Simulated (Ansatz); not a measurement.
GaP:
```xyz
2
Lattice="0.0000 2.6957 2.6957 2.6957 0.0000 2.6957 2.6957 2.6957 0.0000" Properties=species:S:1:pos:R:3 pbc="T T T"
Ga     0.0000     0.0000     0.0000
P      4.0436     4.0436     4.0436
```

Relaxed with LDA. Special points in fractions of this cell's reciprocal vectors: Γ (0.000, 0.000, 0.000); X (0.500, 0.000, 0.500); U (0.625, 0.250, 0.625); K (0.375, 0.375, 0.750); L (0.500, 0.500, 0.500); W (0.500, 0.250, 0.750).

List the band energies nearest the valence-band maximum at these points for the program Ansatz at the LDA level (PAW).

In eV from the valence-band maximum; about four levels below and three above (degenerate sets whole), none deeper than 8.9 eV; points with the same levels are listed once.

```
k              below                  above
-  -----------------  ---------------------
Γ     0.00 0.00 0.00    1.88 3.78 3.78 3.78
X  -7.00 -2.82 -2.82  1.43 1.65 10.68 10.68
U  -6.78 -4.17 -2.38         2.01 4.74 8.24
L  -6.90 -1.18 -1.18         1.60 4.62 4.62
W  -6.78 -3.78 -3.63         4.60 4.91 6.00
```

Space group F-43m (zinc blende). The LDA relaxation kept the symmetry of its start. Scalar-relativistic: spin–orbit coupling is off unless named, which matters more the heavier the elements.

Potentials: the earlier of the program's two PAW sets. The files were generated under PBE; for other functionals the program regenerates the frozen cores, and for LDA and PBEsol the local potential too.
